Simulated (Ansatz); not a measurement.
Space group I4/mmm (No. 139). a = 3.696 Å, b = 3.696 Å, c = 13.394 Å, α = 90.00°, β = 90.00°, γ = 90.00°
```csv
atom,site,symmetry,x,y,z
Tl,2a,4/mmm,0.0000,0.0000,0.0000
Cu,4d,-4m2,0.0000,0.5000,0.2500
S,4e,4mm,0.0000,0.0000,0.3546
```

Equation of state of this TlCu2S2 structure (not necessarily the ground state), with shape and atoms relaxed at each volume where symmetry leaves them free. It has no gap at any of these volumes. All numbers below come from DFT PBEsol, scalar-relativistic, plane waves, PAW in Ansatz.

Plane waves to 420 eV, a k mesh through Γ of 14×14×14 on the computed 5-atom cell and Gaussian smearing (0.10 eV); no spin polarisation.

| V (Å³/atom) | E − E(largest V) (meV/atom) | P (GPa) |
| --- | --- | --- |
| 17.198 | 2.43 | 3.65 |
| 17.747 | -6.49 | 1.65 |
| 18.296 | -9.15 | -0.01 |
| 18.844 | -6.66 | -1.35 |
| 19.393 | 0.00 | -2.45 |

Q: Fit a third-order Birch–Murnaghan equation to E(V).

A: V0 = 18.29 Å³/atom, B0 = 50 GPa, B0' = 5.7.

Spin-orbit coupling is left out, which matters for the bands of heavy elements. Spin polarisation was left out, and a magnetic state may lie lower.

Cost: 5 runs of about 13 core-minutes in all, on Arm Neoverse V2 (shared hosts).